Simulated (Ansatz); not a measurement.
Computed with Ansatz (plane waves, PAW, 420 eV cutoff): PBEsol, scalar-relativistic, no spin polarisation, Γ-centred 8×8×4 mesh, 0.05 eV Gaussian smearing. The datasets are Ansatz's generated set soft_2.

A crystal of composition LaX, relaxed at this level of theory, gives this pattern between 10° and 80°.

Cu Kα1 powder pattern (kinematic, no thermal factors).
2θ (°) (relative intensity): 18.37 (97), 22.94 (15), 27.44 (50), 32.11 (100), 33.23 (46), 37.24 (17), 39.83 (4), 42.73 (92), 45.90 (3), 46.88 (18), 49.97 (15), 52.05 (4), 56.63 (7), 57.11 (2), 57.23 (20), 57.95 (19), 60.06 (9), 64.61 (28), 66.61 (25), 67.04 (2), 67.15 (12), 69.75 (6), 70.29 (5), 71.99 (2), 73.99 (19), 77.01 (8), 78.86 (8), 79.38 (2)

Q: Which lattice and cell does the pattern come from?

A: Hexagonal, space group P6_3/mmc (No. 194), a = 5.571 Å, b = 5.571 Å, c = 6.496 Å, α = 90.00°, β = 90.00°, γ = 120.00°. The line positions fix the lattice at most, not the space group, and lines under 1 % of the strongest aren't listed; this is the group of the computed cell.

A compound LaX has these computed properties.

```yaml
Band_gap: zero (semimetal)
Density_of_states_at_the_Fermi_level: about 0.01 states/(eV·atom) (so small a value isn't resolved on this mesh)
f_electrons_orthogonalised_atomic_orbitals: La 0.18
Formation_energy_from_the_elements_0_K_uncorrected: -0.76 eV/atom
```

Sites: La on 2c, X on 2d.

Q: Which element is X?
A. Tl
B. At
C. Pb
D. Bi

A: D. X is Bi, so the compound is LaBi.

This is a trial structure: such lanthanide and actinide compounds mostly take the rock-salt structure.

For elements this heavy, spin–orbit coupling would shift levels and gaps; it isn't included here.
